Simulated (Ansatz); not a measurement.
AlPd:
```xyz
4
Lattice="1.4134 -5.0430 0.0000 1.4134 5.0430 0.0000 0.0000 0.0000 4.2571" Properties=species:S:1:pos:R:3 pbc="T T T"
Al     1.4134    -1.5333     1.0643
Pd     1.4134    -4.1243     1.0643
Al     1.4134     1.5333     3.1929
Pd     1.4134     4.1243     3.1929
```

Relaxed with PBE. Special points in fractions of this cell's reciprocal vectors: Γ (0.000, 0.000, 0.000); Y (-0.500, 0.500, 0.000); C0 (-0.270, 0.730, 0.000); Σ0 (0.270, 0.270, 0.000); Z (0.000, 0.000, 0.500); A0 (0.270, 0.270, 0.500); E0 (-0.270, 0.730, 0.500); T (-0.500, 0.500, 0.500); S (0.000, 0.500, 0.000); R (0.000, 0.500, 0.500).

Q: List the band energies nearest the Fermi level at these points for plane-wave PAW PBE (Ansatz code).

A: In eV from the Fermi level; about four levels below and three above (degenerate sets whole), none deeper than 8.9 eV; points with the same levels are listed once.

```tsv
k	below	above
Γ	-2.31 -1.83 -1.75 -0.93	2.05 4.09 5.08
Y	-2.89 -2.63 -2.27 -2.16	0.34 1.66 2.00
C0	-2.74 -2.57 -2.44 -0.76	0.14 2.39 3.38
Z	-2.09 -2.09 -1.40 -1.40	2.08 2.08 9.02 9.02
A0	-1.38 -1.38 -0.19 -0.19	0.91 0.91 5.37 5.37
T	-2.18 -2.18 -2.01 -2.01	6.45 6.45 7.42 7.42
S	-2.85 -2.54 -1.72 -0.44	0.53 0.86 3.47
R	-2.68 -2.68 -1.13 -1.13	0.17 0.17 0.78 0.78
```

Space group Cmcm. The start of the workflow was typed in or built on a structure type; neither database checked (COD, Materials Project) lists it. Its standing as an ambient phase is unchecked. The PBE relaxation kept the symmetry of its start; its stability against distortions is not shown here. No spin polarisation was allowed. Spin–orbit coupling is left out wherever it is not named.

Potentials: the earlier of the program's two PAW sets.
